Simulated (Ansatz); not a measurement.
TePb (rock salt, Fm-3m), a = 6.5357 Å, b = 6.5357 Å, c = 6.5357 Å, α = 90.00°, β = 90.00°, γ = 90.00°; the cell used has 2 atoms.

Relaxed with r²SCAN.

### Question
Tabulate the valence density and the electron localisation function along the shortest Te–Pb contact (3.27 Å), plane-wave PAW r²SCAN (Ansatz code).

### Answer


| distance from Te (Å) | density (e/Å³) | ELF |
|---|---|---|
| 0.33 | 11.90 | 0.03 |
| 0.49 | 6.50 | 0.10 |
| 0.65 | 2.82 | 0.25 |
| 0.82 | 1.14 | 0.41 |
| 0.98 | 0.63 | 0.53 |
| 1.14 | 0.44 | 0.64 |
| 1.31 | 0.31 | 0.67 |
| 1.47 | 0.23 | 0.56 |
| 1.63 | 0.19 | 0.37 |
| 1.80 | 0.19 | 0.27 |
| 1.96 | 0.25 | 0.27 |
| 2.12 | 0.40 | 0.34 |
| 2.29 | 0.76 | 0.43 |
| 2.45 | 1.56 | 0.45 |
| 2.61 | 2.88 | 0.34 |
| 2.78 | 4.49 | 0.14 |
| 2.94 | 6.17 | 0.03 |

The density is the valence pseudo-density with augmentation charge, so density and ELF within about 1 Å of a nucleus are not all-electron values.

Symmetry was held in the r²SCAN relaxation. Spin–orbit coupling is left out wherever it is not named.

Potentials: the earlier of the program's two PAW sets.
